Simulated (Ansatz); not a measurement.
ZrRh in space group Pnma (No. 62; Zr on 4c, Rh on 4c) at seven volumes, plane-wave PAW PBEsol (Ansatz code), shape and atoms relaxed at each. One row is withheld.

| V (Å³/atom) | P (GPa) |
|---|---|
| 16.058 | 18.64 |
| 16.587 | ? |
| 17.117 | 5.46 |
| 17.646 | 0.00 |
| 18.176 | -4.70 |
| 18.705 | -8.71 |
| 19.234 | -12.13 |

Fit the shown pressures and predict the withheld one.

P = (3/2)B₀(x^(7/2) − x^(5/2))[1 + (3/4)(B′ − 4)(x − 1)] with x = (V₀/V)^(2/3). Least squares on the six rows gives V₀ = 17.648 Å³/atom, B₀ = 166 GPa, B′ = 3.70. At V = 16.587, x = 1.0422 and P = 11.54 GPa. The run itself gave 11.71 GPa.

The workflow started from a Materials Project entry (that database holds measured and hypothetical structures alike); the Crystallography Open Database files this formula in space group No. 62, but the cells were not matched. Its standing as an ambient phase is unchecked. The PBEsol relaxation kept the symmetry of its start; of distortions, only those at the zone centre were tested. No spin polarisation was allowed.

Potentials: the later of the program's two PAW sets.
